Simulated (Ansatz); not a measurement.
Ge$_{2}$Mo:
Space group Fddd, origin choice 1 (No. 70); a = 4.781 Å, b = 8.416 Å, c = 8.887 Å, α = β = γ = 90.00°

| atom | site | symmetry | x | y | z |
|---|---|---|---|---|---|
| Ge | 16f | .2. | 0.0000 | 0.3351 | 0.0000 |
| Mo | 8a | 222 | 0.0000 | 0.0000 | 0.0000 |
(The calculation used a cell of 6 atoms; values per cell refer to that cell.)

This is the PBEsol-relaxed structure.

### Question
All from PBEsol (plane waves, PAW; program Ansatz), unless another level is named. Give the electronic character.

### Answer
metallic (no gap).

### Question
Predict the density of states at the Fermi level.

### Answer
0.38 states/eV per atom (mean over ±0.08 eV).

### Question
Predict the formation energy from the elements (no fitted shifts).

### Answer
-0.14 eV/atom.

The cell is a constructed one: a structure type filled with these elements; neither database checked (COD, Materials Project) lists it. COD files the formula under space group No. 62. Its standing as an ambient phase is unchecked. Symmetry was held in the PBEsol relaxation; whether a distortion lowers the energy is not shown. No spin polarisation was allowed. The references are the lowest solids computed at this level, not always the standard phases. Scalar-relativistic: spin–orbit coupling is off unless named, which matters more the heavier the elements.

Potentials: the later of the program's two PAW sets.
